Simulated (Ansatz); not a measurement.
Relaxed BaHfO3 (cubic perovskite):

```
CELL_PARAMETERS angstrom
      4.12122     0.00000     0.00000
      0.00000     4.12122     0.00000
      0.00000     0.00000     4.12122
ATOMIC_POSITIONS crystal
  Ba 0.00000 0.00000 0.00000
  Hf 0.50000 0.50000 0.50000
  O  0.00000 0.50000 0.50000
  O  0.50000 0.50000 0.00000
  O  0.50000 0.00000 0.50000
```

The atoms are displaced by Q × the pattern below (from a DFPT mode at Γ, largest move 1; Q in Å), at fixed cell. It is one choice among 3 degenerate patterns.

```tsv
atom	x	y	z
O3	0.000	0.000	-1.000
O5	0.000	0.000	1.000
```

Atoms not listed stay in place.

Method: LDA (plane waves to 420 eV, PAW, scalar-relativistic; Ansatz, a first-principles code). k mesh 8×8×8 (Γ-centred), Fermi-Dirac smearing 0.05 eV. Energies are smeared free energies. BaHfO3 is run without spin polarisation. BaHfO3 was relaxed with its symmetry unable to fall. Spin-orbit coupling is left out, though Hf is heavy. ΔE is measured from the undisplaced structure.

```csv
Q (Å),ΔE (meV/cell)
-0.180,77.6
-0.150,52.2
-0.120,32.5
-0.090,17.9
-0.060,withheld
-0.030,1.9
0.000,0.0
0.030,1.9
0.060,withheld
0.090,17.9
0.120,32.5
0.150,52.2
0.180,77.6
```

Task: Fit an even polynomial form (powers 2, 4) to the given rows and predict ΔE at Q = 0.060.

Result: Least squares on the 11 given rows: ΔE = (2147)·Q² + (7646)·Q⁴, in meV/cell with Q in Å; root-mean-square residual 0.02 meV/cell. At 0.060 the fit gives 7.8 meV/cell; the calculation gives 7.8 meV/cell, the same to the digits shown. The quadratic term alone would give 7.7 meV/cell.

(For displaced atoms, the force is minus the slope of the energy, and its curvature is a force constant, which sets phonon frequencies.)
